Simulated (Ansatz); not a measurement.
# WC: a vibration from a frozen displacement

Level of theory: DFT r2SCAN, scalar-relativistic, plane waves, PAW in Ansatz. Cutoff 500 eV, Γ-centred 18×18×18 k-points, Gaussian smearing of 0.15 eV. Spin–orbit coupling is left out, which matters for the heavy elements here. No spin polarisation. Energies are free energies at this smearing, counted from the undisturbed cell; pressure is positive in compression.

Zero of the scan (as given, not relaxed at this level; it stands at -5.2 GPa; this rock-salt form isn't the usual structure):

```
W C
1.0
     0.00000    2.19268    2.19268
     2.19268    0.00000    2.19268
     2.19268    2.19268    0.00000
W C
1 1
Direct
  0.00000 0.00000 0.00000
  0.50000 0.50000 0.50000
```

Every W atom is moved by x along the Cartesian unit vector (0.000, -0.707, -0.707); the cell and all other atoms stay fixed. The cell's volume is 21.08 Å³; the moved atoms weigh 183.840 u together and the others 12.011 u. Some rows repeat others by symmetry and weren't run.

```csv
x (Å),ΔE (meV/cell),total force on the moved atoms along the move (eV/Å),pressure (GPa)
-0.5000,1040.13,4.9783,32.6144
-0.4375,760.13,4.0493,24.0589
-0.3750,526.94,3.3565,16.4843
-0.3125,344.09,2.5058,9.9969
-0.2500,209.59,1.8323,4.5987
-0.1875,111.40,1.3152,0.2943
-0.1250,45.53,0.7955,-2.8050
-0.0625,10.38,0.3454,-4.6377
0.0000,0.00,0.0000,-5.2460
0.0625,10.38,-0.3454,-4.6377
0.1250,45.53,-0.7955,-2.8050
0.1875,111.40,-1.3152,0.2943
0.2500,209.59,-1.8323,4.5987
0.3125,344.09,-2.5058,9.9969
0.3750,526.94,-3.3565,16.4843
0.4375,760.13,-4.0493,24.0589
0.5000,1040.13,-4.9783,32.6144
```

Problem. What frequency belongs to this motion?

Solution. The force constant is k = −dF/dx = 5.526 eV/Å², from the parabola through x = -0.0625, 0 and 0.0625. In every cell the moved atoms swing against the rest, so the mass is μ = m₁m₂/(m₁ + m₂) = 11.274 u, and ν̃ = 521.5 cm⁻¹ × √(|k|/μ) = 365 cm⁻¹, at this cell's pressure of -5.2 GPa. Steps this long are already anharmonic: the energies of the same points give k = 5.315 eV/Å², so the harmonic k is uncertain by that gap or more. To first order in x, and within 1 %, the force on every atom lies along the move and, within each of the two groups, in proportion to the atom's mass, so this is itself a mode at the zone centre of this cell.

Problem. How far does the harmonic law reach?

Solution. At x = -0.500 Å, kx²/2 = 690.70 meV against the computed 1040.13 meV (+50.6 %): the well stiffens in this direction at large amplitude.

Problem. The pressure changes with x². What does that say about the frequency under compression?

Solution. With E = k(V)x²/2, k ∝ V^(−2γ) and x scaling with the cell as V^(1/3), P − P0 = −∂E/∂V = (2γ − 2/3) ΔE/V. At x = 0.1250 Å, V(P − P0) = 21.08 × 2.44098 / 160.2 eV = 321.23 meV and ΔE = 45.53 meV, so γ = 1/3 + V(P − P0)/(2ΔE) = 3.86. This is the Grüneisen parameter of the motion under uniform scaling of the cell: shrinking the cell evenly by 1 % in volume raises the frequency by about 3.86 %.

In a metal these slopes depend on the k mesh and the smearing.